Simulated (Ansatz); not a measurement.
Total density of states per atom from the program Ansatz at the PBE level (PAW), in 0.25 eV bins, energy from the valence-band maximum:

(E (eV), states/eV/atom): (-7.85, 0.00); (-7.60, 0.00); (-7.35, 0.00); (-7.10, 0.00); (-6.85, 0.00); (-6.60, 0.00); (-6.35, 0.00); (-6.10, 0.00); (-5.85, 0.00); (-5.60, 0.00); (-5.35, 0.00); (-5.10, 0.36); (-4.85, 0.72); (-4.60, 0.54); (-4.35, 0.47); (-4.10, 0.28); (-3.85, 0.23); (-3.60, 0.52); (-3.35, 0.53); (-3.10, 0.56); (-2.85, 0.83); (-2.60, 0.51); (-2.35, 0.64); (-2.10, 0.65); (-1.85, 0.92); (-1.60, 0.69); (-1.35, 0.84); (-1.10, 0.79); (-0.85, 0.85); (-0.60, 0.87); (-0.35, 1.29); (-0.10, 1.30); (0.15, 0.00); (0.40, 0.00); (0.65, 0.00); (0.90, 0.00); (1.15, 0.00); (1.40, 0.01); (1.65, 0.01); (1.90, 0.01); (2.15, 0.02); (2.40, 0.03); (2.65, 0.04); (2.90, 0.05); (3.15, 0.03); (3.40, 0.06); (3.65, 0.07); (3.90, 0.09); (4.15, 0.11); (4.40, 0.13); (4.65, 0.16); (4.90, 0.16); (5.15, 0.27); (5.40, 0.34); (5.65, 0.44)

Q: Which compound is it?
A) HfSiO4, I4_1/amd (Hf on 4a, Si on 4b, O on 16h)
B) CaO, rock salt
C) CoLi3Nb3O12Ti, P1 (Pearson symbol aP20)
D) In2O3, bixbyite

A: D, In2O3, bixbyite. Top 1 eV of the valence band: O 2p 94 %. Bottom 1 eV of the conduction band: In 5s 49 %, O 2s 23 %, O 2p 19 %, In 5p 8 %. Projections are on Löwdin-orthogonalised atomic valence shells; empty p or d shells of many metals are not among them.

Space group Ia-3 (bixbyite). Symmetry was held in the PBE relaxation. Spin–orbit coupling is left out wherever it is not named.

Potentials: the later of the program's two PAW sets.
